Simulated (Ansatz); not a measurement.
**Ti$_{2}$C: course of a relaxation**

Theory: DFT PBEsol, scalar-relativistic, plane waves, PAW in Ansatz 0.2.0. (420 eV cutoff, 8×8×8 k-mesh, Gaussian smearing of 0.10 eV, no spin polarisation)

What was changed: biaxial strain in the a-b plane, c and atoms relaxed: +3.0 %.

Command:

```bash
ansatz run input.yaml --threads 2 --pin off --max-ram 5120MiB --backend cpu --events-out ev --progress --plain --runs-dir out
```

Input:

```yaml
crystal:
  lattice:
    - [0.0, 4.4028069748, 4.4028069748]
    - [4.4028069748, 0.0, 4.4028069748]
    - [4.2660207386, 4.2660207386, 0.1367862361]
  atoms:
    - { symbol: Ti, position: [0.8541730447, 0.3820655878, 0.3816957797] }
    - { symbol: Ti, position: [0.3820655878, 0.3820655878, 0.3816957797] }
    - { symbol: Ti, position: [0.3808175125, 0.3808175125, 0.8575474624] }
    - { symbol: Ti, position: [0.8679344122, 0.3958269553, 0.8683042203] }
    - { symbol: Ti, position: [0.8679344122, 0.8679344122, 0.8683042203] }
    - { symbol: Ti, position: [0.3958269553, 0.8679344122, 0.8683042203] }
    - { symbol: Ti, position: [0.8691824875, 0.8691824875, 0.3924525376] }
    - { symbol: Ti, position: [0.3820655878, 0.8541730447, 0.3816957797] }
    - { symbol: C, position: [0.625, 0.625, 0.625] }
    - { symbol: C, position: [0.125, 0.625, 0.625] }
    - { symbol: C, position: [0.625, 0.625, 0.125] }
    - { symbol: C, position: [0.625, 0.125, 0.625] }
basis:
  ecutwfc: 420
kpoints:
  mp_grid: { grid: [8, 8, 8] }
hamiltonian:
  xc: pbesol
scf:
  occupations: { method: gaussian, width: 0.1 }
output:
  forces: true
  stress: true
  eigenvalues: true
relax:
  adjacent_minimum: "off"
  f_tol: 0.008
  max_steps: 40
  cell: { stress_tol: 0.015, fix: [a, b, gamma] }
```

F is the free energy. Steps run on the plane waves of an earlier cell, but the last one, and at times one on the way, on a freshly chosen basis, so a repeated geometry can differ a little in energy. The held parts of the cell keep their stress, so P needn't end at zero.

Steps:

```
step F − F(1) (eV) largest force component (eV/Å) V (Å³/atom) P (GPa)
   1         0.0000                           0.215       13.562    -6.30
   2         0.0194                           0.159       13.811    -6.89
   3        -0.0160                           0.017       13.626    -6.03
   4        -0.0160                           0.002       13.631    -6.13
   5        -0.0160                           0.000       13.630    -6.12
   6        -0.0167                           0.000       13.630    -6.11
```

Relaxed structure:

```cif
data_structure
_symmetry_space_group_name_H-M 'P 1'
_symmetry_Int_Tables_number 1
_cell_length_a 6.2265
_cell_length_b 6.2265
_cell_length_c 6.0543
_cell_angle_alpha 59.054
_cell_angle_beta 59.054
_cell_angle_gamma 60.000
_cell_volume 163.56
loop_
_atom_site_label
_atom_site_type_symbol
_atom_site_fract_x
_atom_site_fract_y
_atom_site_fract_z
_atom_site_occupancy
Ti1 Ti 0.85092 0.38325 0.38257 1
Ti2 Ti 0.38325 0.38325 0.38257 1
Ti3 Ti 0.38061 0.38061 0.85816 1
Ti4 Ti 0.86675 0.39908 0.86743 1
Ti5 Ti 0.86675 0.86675 0.86743 1
Ti6 Ti 0.39908 0.86675 0.86743 1
Ti7 Ti 0.86939 0.86939 0.39184 1
Ti8 Ti 0.38325 0.85092 0.38257 1
C1 C 0.62500 0.62500 0.62500 1
C2 C 0.12500 0.62500 0.62500 1
C3 C 0.62500 0.62500 0.12500 1
C4 C 0.62500 0.12500 0.62500 1
```

Symmetry: R-3m, No. 166, trigonal system. The conventional cell has a = 6.227 Å, b = 6.227 Å, c = 14.614 Å, α = 90.00°, β = 90.00°, γ = 120.00°. Ti (site symmetry m) is surrounded by 3 C at 2.10 Å. Ti (site symmetry 3m) is surrounded by 3 C at 2.13 Å. C (site symmetry 2/m) is surrounded by 6 Ti at 2.10 to 2.13 Å. C (site symmetry -3m) has 6 Ti at 2.10 Å as nearest neighbours.

The run converged. Time: 84 s on 2 threads of Intel(R) Xeon(R) 6975P-C (Granite Rapids), with other jobs on the host, peak memory 0.9 GiB.